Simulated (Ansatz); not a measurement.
Hf2N2O:
```yaml
crystal:
  lattice:
    - [6.82037, 1.62516, 0.00000]
    - [-6.82037, 1.62516, 0.00000]
    - [-1.46407, 0.00000, 8.01866]
  atoms:
    - { symbol: Hf, position: [0.03110, 0.96890, 0.80819] }
    - { symbol: Hf, position: [0.96890, 0.03110, 0.19181] }
    - { symbol: Hf, position: [0.62996, 0.37004, 0.47465] }
    - { symbol: Hf, position: [0.37004, 0.62996, 0.52535] }
    - { symbol: Hf, position: [0.69505, 0.30495, 0.13132] }
    - { symbol: Hf, position: [0.30495, 0.69505, 0.86868] }
    - { symbol: N, position: [0.53659, 0.46341, 0.65682] }
    - { symbol: N, position: [0.46341, 0.53659, 0.34318] }
    - { symbol: N, position: [0.17198, 0.82802, 0.96379] }
    - { symbol: N, position: [0.82802, 0.17198, 0.03621] }
    - { symbol: N, position: [0.12586, 0.87414, 0.28527] }
    - { symbol: N, position: [0.87414, 0.12586, 0.71473] }
    - { symbol: O, position: [0.21107, 0.78893, 0.61717] }
    - { symbol: O, position: [0.78893, 0.21107, 0.38283] }
    - { symbol: O, position: [0.50000, 0.50000, 0.00000] }
```

Relaxed with r²SCAN. Special points in fractions of this cell's reciprocal vectors: Γ (0.000, 0.000, 0.000); C (0.265, 0.265, 0.000); C2 (-0.265, 0.735, 0.000); Y2 (-0.500, 0.500, 0.000); M2 (-0.500, 0.500, 0.500); D (-0.260, 0.740, 0.500); D2 (0.260, 0.260, 0.500); A (0.000, 0.000, 0.500); L2 (0.000, 0.500, 0.500); V2 (0.000, 0.500, 0.000).

Question: List the band energies nearest the valence-band maximum at these points for r²SCAN with spin–orbit coupling in the plane-wave PAW code Ansatz.

Answer: In eV from the valence-band maximum; about four levels below and three above (degenerate sets whole), none deeper than 8.9 eV; points with the same levels are listed once.

```tsv
k	below	above
Γ	-0.32 -0.32 -0.07 -0.07	2.69 2.69 3.12 3.12
C	-0.60 -0.60 -0.18 -0.18	3.30 3.30 3.37 3.37
Y2	-0.90 -0.90 -0.45 -0.45	2.39 2.39 3.13 3.13
M2	-0.62 -0.62 -0.23 -0.23	2.47 2.47 3.26 3.26
D	-0.57 -0.57 -0.45 -0.45	3.28 3.28 3.79 3.79
A	-0.21 -0.21 -0.17 -0.17	2.82 2.82 3.07 3.07
L2	-0.59 -0.59 -0.35 -0.35	3.36 3.36 3.84 3.84
V2	-0.49 -0.49 -0.42 -0.42	3.28 3.28 3.57 3.57
```

Space group C2/m. The first step of the workflow began from a Materials Project structure, measured or hypothetical; the Crystallography Open Database copy checked does not list it. Whether it is the stable phase at ambient conditions was not checked. The r²SCAN relaxation kept the symmetry of its start; whether a distortion lowers the energy is not shown. No spin polarisation was allowed.

Potentials: the later of the program's two PAW sets.
